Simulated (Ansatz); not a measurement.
C (Fd-3m): G0W0 and the choice of datasets

```xyz
2
Lattice="0.0000 1.7835 1.7835 1.7835 0.0000 1.7835 1.7835 1.7835 0.0000" Properties=species:S:1:pos:R:3 pbc="T T T"
C     0.0000    0.0000    0.0000
C     0.8918    0.8918    0.8918
```

Held fixed (Ansatz):

| Item | Value |
| --- | --- |
| orbitals | PBE |
| k mesh | 6×6×6 |
| empty bands | 110 |
| response cutoff | 180 eV |
| frequencies | plasmon pole, fitted at the program's default frequency |
| q → 0 term | analytic weight of Carrier, Rohra and Görling |
| points solved | Γ, L, X |
| band sums | cut at the band count |

The gap is read from Γ to X, linearised, between the Kohn-Sham band edges among the points solved. The direct gap is read between the top filled and lowest empty Kohn-Sham band at Γ. ε∞ is the electronic dielectric constant on this mesh.

Taking hard PAW, 700 eV as the reference, which of the others (hand-made PAW, 820 eV; soft PAW (1st gen.), 420 eV; norm-conserving, 1115.67 eV) gives the gap farthest from it?

Farthest from hard PAW, 700 eV in the G0W0 gap: norm-conserving, 1115.67 eV (-0.04 eV). The nearest differs by 0.003 eV.

```json
{"datasets, wave cutoff": "hard PAW, 700 eV", "KS gap (eV)": "4.76", "G0W0 gap (eV)": "6.00", "direct at Γ (eV)": "7.31", "ε∞": "5.8"}
{"datasets, wave cutoff": "hand-made PAW, 820 eV", "KS gap (eV)": "4.76", "G0W0 gap (eV)": "6.00", "direct at Γ (eV)": "7.31", "ε∞": "5.8"}
{"datasets, wave cutoff": "soft PAW (1st gen.), 420 eV", "KS gap (eV)": "4.77", "G0W0 gap (eV)": "5.99", "direct at Γ (eV)": "7.30", "ε∞": "5.8"}
{"datasets, wave cutoff": "norm-conserving, 1115.67 eV", "KS gap (eV)": "4.77", "G0W0 gap (eV)": "5.95", "direct at Γ (eV)": "7.33", "ε∞": "5.8"}
```

Soft PAW datasets can miss an all-electron G0W0 gap by more than 5 %. With norm-conserving pseudopotentials the core–valence exchange is only approximate, which can shift gaps by tenths of an eV and RPA lattice constants by most of a per cent. Band sums or response are cut, so the gap isn't at its basis limit. The gap is read among the points solved; the crystal's band edges can lie elsewhere.
